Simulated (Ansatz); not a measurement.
## Perovskite alloy of SrTiO3 and BaTiO3 (3 of 8 Sr sites exchanged), 40 atoms

Ansatz, PAW, plane waves. PBEsol relaxation of volume and atoms (shape held) at the single k point (¼, ¼, ¼) without its symmetry partners; single points on the relaxed atoms at the Γ point alone, onto which points of the small cell's zone fold. Arrangement: quasirandom. No spin–orbit coupling unless named.

Relaxed structure:

```
Sr Ba Ti O
1.0
     7.85861    0.00000    0.00000
     0.00000    7.85861    0.00000
     0.00000    0.00000    7.85861
Sr Ba Ti O
5 3 8 24
Direct
  0.00520 0.00428 0.00560
  0.00516 0.00412 0.50492
  0.50450 0.00413 0.00557
  0.50445 0.00407 0.50484
  0.50490 0.50597 0.50529
  0.00222 0.50236 0.00262
  0.00218 0.50236 0.50248
  0.50208 0.50237 0.00258
  0.25758 0.25255 0.25799
  0.25775 0.25259 0.75522
  0.25690 0.75937 0.25730
  0.25688 0.75969 0.75501
  0.75481 0.25259 0.25816
  0.75527 0.25234 0.75569
  0.75461 0.75969 0.25728
  0.75483 0.76009 0.75523
  0.24772 0.24050 0.99615
  0.24844 0.24033 0.49685
  0.24787 0.75341 0.99609
  0.24911 0.75218 0.49671
  0.74610 0.23979 0.99628
  0.74419 0.24223 0.49695
  0.74580 0.75425 0.99615
  0.74317 0.75021 0.49668
  0.99578 0.24048 0.24809
  0.99590 0.23980 0.74644
  0.99572 0.75342 0.24820
  0.99579 0.75423 0.74620
  0.49647 0.24033 0.24879
  0.49658 0.24220 0.74458
  0.49634 0.75215 0.24951
  0.49632 0.75021 0.74350
  0.24611 0.99694 0.24646
  0.24754 0.99706 0.74521
  0.25064 0.49510 0.25101
  0.25049 0.49518 0.74463
  0.74482 0.99706 0.24793
  0.74362 0.99711 0.74396
  0.74427 0.49518 0.25083
  0.74437 0.49506 0.74477
```

(1) What are the mean bond lengths by pair (pairs within 1.2 times the sum of covalent radii, less contacts 15 % beyond the pair's median; cation–cation pairs of compounds aside; long ionic contacts are cut short by that bound)?

(2) What gap lies between the top filled and the lowest empty level in the single points?

## Answers

(1) Ba–O 2.809 ± 0.044 Å (standard deviation, 36 bonds); O–Sr 2.762 ± 0.071 Å (standard deviation, 60 bonds); O–Ti 1.968 ± 0.081 Å (standard deviation, 48 bonds).

(2) HSE06 3.43 eV (32 s on NVIDIA H100); r²SCAN 2.33 eV (22 s on 2 threads of EPYC 7R13).
